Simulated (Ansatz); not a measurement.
**RbGdO2 (R-3m): free moments**

Theory: DFT, PBEsol, all-electron LAPW, scalar-relativistic in Ansatz 0.2.0.

Command: `ansatz run input.yaml --threads 2 --pin off --max-ram 6144MiB --backend cpu --events-out ev --progress --plain --runs-dir out`

```yaml
crystal:
  lattice:
    - [1.774, 1.0242193775, 6.5266666667]
    - [-1.774, 1.0242193775, 6.5266666667]
    - [0.0, -2.0484387551, 6.5266666667]
  atoms:
    - { symbol: Rb, position: [0.0, 0.0, 0.0] }
    - { symbol: Gd, position: [0.5, 0.5, 0.5], spin: 6.8 }
    - { symbol: O, position: [0.22, 0.22, 0.22] }
    - { symbol: O, position: [0.78, 0.78, 0.78] }
magnetization:
  spin_polarized: true
kpoints:
  mp_grid: { grid: [9, 9, 9] }
scf:
  occupations: { method: fermi_dirac, width: 0.08 }
hamiltonian:
  xc: pbesol
  pseudopotentials: { kind: all_electron, lapw: { basis_error: 0.001 } }
output:
  forces: true
  stress: true
  eigenvalues: false
  populations: true
  dos: { projected: true, de: 0.1, e_range: [-8, 5] }
```

The program prints:

```
settings of this run that can trade accuracy for cost: output.eigenvalues: false. Do not mix this run's numbers with those of runs without the same settings; the input reference describes each key
Rb: projections on atomic orbitals take those of the free atom 1s2 2s2 2p6 3s2 3p6 3d10 4s2 4p6 5s1, of charge +0.00 (hamiltonian.pseudopotentials.projection_atoms)
Gd: projections on atomic orbitals take those of the free atom 1s2 2s2 2p6 3s2 3p6 3d10 4s2 4p6 4d10 4f7 5s2 5p6 5d1 6s2, of charge +0.00 (hamiltonian.pseudopotentials.projection_atoms)
O: projections on atomic orbitals take those of the free atom 1s2 2s2 2p4, of charge +0.00 (hamiltonian.pseudopotentials.projection_atoms)
LAPW: plane waves up to 9.457 Å⁻¹, error target 1.0e-3 eV per atom; small_component_spin mean_spin; O in spheres of 0.992 Å, 8 of its electrons in bands, Dirac shells []; Rb in spheres of 1.307 Å, 27 of its electrons in bands, Dirac shells []; Gd in spheres of 1.307 Å, 36 of its electrons in bands, Dirac shells [] (how accurate: hamiltonian.pseudopotentials.lapw.basis_error, Limitations)
Engine: ansatz 0.2.0
Pseudopotentials: kind: all_electron
Pseudopotential: Rb, LAPW, valence charge 27, lapw/all_electron/scalar/gaussian/Rb, Koelling and Harmon's equation, gaussian nucleus
Pseudopotential: Gd, LAPW, valence charge 36, lapw/all_electron/scalar/gaussian/Gd, Koelling and Harmon's equation, gaussian nucleus
Pseudopotential: O, LAPW, valence charge 8, lapw/all_electron/scalar/gaussian/O, Koelling and Harmon's equation, gaussian nucleus
Functional definition: PBEsol
  exchange = pbesol_x
  correlation = pbesol_c
Crystal: 4 atoms, lattice volume = 71.152 Å³
Basis set: ecut = 340.76249829606934 eV, 1027 PW (Γ), FFT grids on a1−a3, a2−a3, a3, exchange–correlation at level 2
Bands: 52, of which v1, the nominal top of the filled ones, is band 40 counted from 1 (39 counted from 0)
Symmetry: 12 space group operations
Space group: R-3m (ITA 166), of the structure as read, at distance tolerance 4.1e-5 Å
Magnetic group: BNS 166.97 (UNI 1327), of the structure as read, at distance tolerance 4.1e-5 Å
k-points: 85 of 729
Non-local potential: Rb, projectors of the file, none
Non-local potential: Gd, projectors of the file, none
Non-local potential: O, projectors of the file, none
Initial density: superposition of atomic densities (chi_scale 0.1, normalization cell, long waves kept (reshape's long-wave potential 0.38 eV rms))
Starting moments: Σ|m| = 6.8 μB on 1 of 4 sites
Initial wavefunctions: plane waves of lowest kinetic energy (no species holds an atomic orbital)
Functional: x = pbesol(κ = 0.804, μ = 0.12345679012345678), c = pbesol(β = 0.046)
iter 1 solved again at ethr=1.22e-2 eV; its pass at ethr=1.00e-1 eV (dr2=9.68e0 eV) is discarded
SCF iter   1: F=—  HF=-391755.247503 eV  |F-HF|=—  |Δ(HF+E_count)|=         —  Δρ=4.56e-2 (↑4.46e-2 ↓4.56e-2)  dr2=9.68e0  dr2_m=4.45e-4  M=7.000 μB ∫|m|=7.028 μB  β_m=0.30  ethr=1.22e-2  ⟨swp⟩=2.0  Hψ=54113  notcnv=0
Mixer restart at iter 1: flushing history
preconditioner: auto → Resta (q_TF=auto, 2.776 Å⁻¹)  ε∞=3.9  [insulator: Δε(μ)=3.919 eV  Ē_g=15.839 eV  σ=0.080 eV  W_gap=1.00  n_scr=28 (ndim 8)  ℏωp=26.8 eV  f_vac=0.058  D(μ)=0.00/eV (n_scr^D=0)  ε∞_Penn≈3.9]
[...]
the basis was enlarged: its passes take 1.2 MiB over the memory plan, 2 of 2 planned eigensolver slots
[...]
--- Per-component energies (eV) ---
  E_band       = -8118.306484
  E_kinetic    = 420658.883628
  E_xc         = -9848.714495
  E_electrostatic = -802560.652177  (all electrons and nuclei)
  E_smearing   = -0.000000  (= −TS)
  E_closure    = 0.000000  (closes the sum)
  E_atoms      = -391713.921871  (free atoms, spherical and without spin; not in F)
  Σ components = -391750.483044   (vs F -391750.483044, Δ=0.00e0)
  Basis errors (estimates in eV, not in F): energy 3.7e-4 per atom: plane waves 3.3e-4 (1.8e-4 summed), levels above the bands 1.6e-45, relativity 1.0e-7, radial functions 4.6e-5, core shells 8.3e-10; eigenvalues (radial functions only) 2.0e-5; not estimated: angular momenta, meshes, grids; target (lapw.basis_error) 1.0e-3; muffin-tin radii O 0.992 Å, Rb 1.307 Å, Gd 1.307 Å
--- Forces (eV/Å), atoms counted from 1 ---
  atom   1  Rb     0.00000000     0.00000000    -0.00000000
  atom   2  Gd    -0.00000000     0.00000000    -0.00000000
  atom   3  O      0.00000000    -0.00000000     1.22800304
  atom   4  O      0.00000000     0.00000000    -1.22800304
  max |Σ_I F_I| component: 6.66e-16 eV/Å
--- Stress (GPa, compression-positive) ---
        1.326188       0.000000       0.000000
        0.000000       1.326188       0.000000
        0.000000       0.000000       0.917408
  P = ⅓ Tr σ = 1.1899 GPa (11.899 kbar)
--- Band table (eV; the first three rows and the last of 170) ---
  k-point 0 ↑: bands = ["-491.1075", "-491.1075", "-350.4073", "-281.1355", "-257.6353", "-257.5532", "-257.5532", "-208.2428", "-208.2428", "-208.2058", "-129.3434", "-129.3165", "-129.3165", "-129.2492", "-129.2492", "-87.6626", "-87.6626", "-87.6335", "-87.6335", "-87.6257", "-31.2636", "-15.8304", "-9.4597", "-8.4347", "-8.4347", "-5.2638", "-3.9771", "0.2870", "0.7328", "0.7328", "7.7251", "8 …
  k-point 1 ↑: bands = ["-491.1075", "-491.1075", "-350.4073", "-281.1355", "-257.6353", "-257.5532", "-257.5532", "-208.2428", "-208.2428", "-208.2058", "-129.3434", "-129.3165", "-129.3165", "-129.2492", "-129.2492", "-87.6626", "-87.6626", "-87.6335", "-87.6335", "-87.6257", "-31.2555", "-15.8066", "-9.4079", "-8.6765", "-8.4593", "-5.0136", "-4.0804", "0.2971", "0.5357", "0.6908", "7.8645", "8 …
  k-point 2 ↑: bands = ["-491.1075", "-491.1075", "-350.4073", "-281.1355", "-257.6353", "-257.5532", "-257.5532", "-208.2428", "-208.2428", "-208.2058", "-129.3434", "-129.3165", "-129.3165", "-129.2492", "-129.2492", "-87.6626", "-87.6626", "-87.6335", "-87.6335", "-87.6257", "-31.2350", "-15.7455", "-9.3113", "-9.1274", "-8.5209", "-4.6267", "-4.2224", "0.0790", "0.3346", "0.5869", "8.0245", "8 …
  k-point 84 ↓: bands = ["-491.1055", "-491.1055", "-344.4327", "-281.1351", "-251.6936", "-251.6301", "-251.6301", "-208.2424", "-208.2424", "-208.2054", "-123.4735", "-123.4498", "-123.4498", "-123.3982", "-123.3982", "-87.6622", "-87.6621", "-87.6331", "-87.6331", "-87.6252", "-28.2581", "-15.8045", "-7.7254", "-6.7732", "-6.2575", "-4.7081", "-3.4916", "0.2942", "0.5427", "0.6947", "8.1965", " …
--- Löwdin populations: 4 sites ---
  site symbol       q [e]    m [muB]
     0     Rb     36.1525     0.0046
     1     Gd     63.1664     6.9598
     2      O      8.7534     0.0133
     3      O      8.7534     0.0133
  spilling = 0.001491 (of n_electrons = 117.000000)
settings of this run that can trade accuracy for cost: output.eigenvalues: false. Do not mix this run's numbers with those of runs without the same settings; the input reference describes each key
```

populations.tsv:

```
# site	symbol	l	j	q_up	q_dn
# orbitals = lowdin
# n_electrons = 117.000000
# spilling = 0.001491
# projection_atom_Rb: 1s2 2s2 2p6 3s2 3p6 3d10 4s2 4p6 5s1
# projection_atom_Gd: 1s2 2s2 2p6 3s2 3p6 3d10 4s2 4p6 4d10 4f7 5s2 5p6 5d1 6s2
# projection_atom_O: 1s2 2s2 2p4
0	Rb	0_1S	-	0.999998	0.999998
0	Rb	0_2S	-	0.999911	0.999910
0	Rb	0_3S	-	0.998281	0.998261
0	Rb	0_4S	-	0.961347	0.960833
0	Rb	0_5S	-	0.148162	0.144595
0	Rb	1_2P	-	2.999999	2.999999
0	Rb	1_3P	-	2.999914	2.999913
0	Rb	1_4P	-	2.970940	2.970431
0	Rb	2_3D	-	4.999987	4.999987
1	Gd	0_1S	-	1.000000	1.000000
1	Gd	0_2S	-	0.999987	0.999987
1	Gd	0_3S	-	0.999830	0.999827
1	Gd	0_4S	-	0.998193	0.998181
1	Gd	0_5S	-	0.971010	0.973330
1	Gd	0_6S	-	0.192589	0.182029
1	Gd	1_2P	-	3.000000	3.000000
1	Gd	1_3P	-	2.999996	2.999998
1	Gd	1_4P	-	2.999877	2.999873
1	Gd	1_5P	-	2.987279	2.980266
1	Gd	2_3D	-	4.999997	4.999999
1	Gd	2_4D	-	4.999950	4.999942
1	Gd	2_5D	-	0.924071	0.842425
1	Gd	3_4F	-	6.990340	0.127430
2	O	0_1S	-	0.998941	0.998924
2	O	0_2S	-	0.865953	0.865432
2	O	1_2P	-	2.518439	2.505670
3	O	0_1S	-	0.998941	0.998924
3	O	0_2S	-	0.865953	0.865432
3	O	1_2P	-	2.518439	2.505670
```

Site moments (μB): Rb1 0.00, Gd2 6.90, O3 0.01, O4 0.01. Cell moment 7.00 μB.

The magnetic group in the log treats spin as a scalar label, without spin–orbit coupling.

Without U a semilocal functional puts the f levels too near the Fermi level, which can change moments and the order of magnetic states; site and cell moments are spin moments. Spin–orbit coupling is left out although heavy atoms are present. With open f shells a run can end in a state that isn't the lowest. The magnetic state is the one that this cell and start allow. It needn't be the compound's measured order, which may need a larger cell or be absent.

It took 110 s on 2 threads of Arm Neoverse V2, on a shared host, peak memory 1.4 GiB.
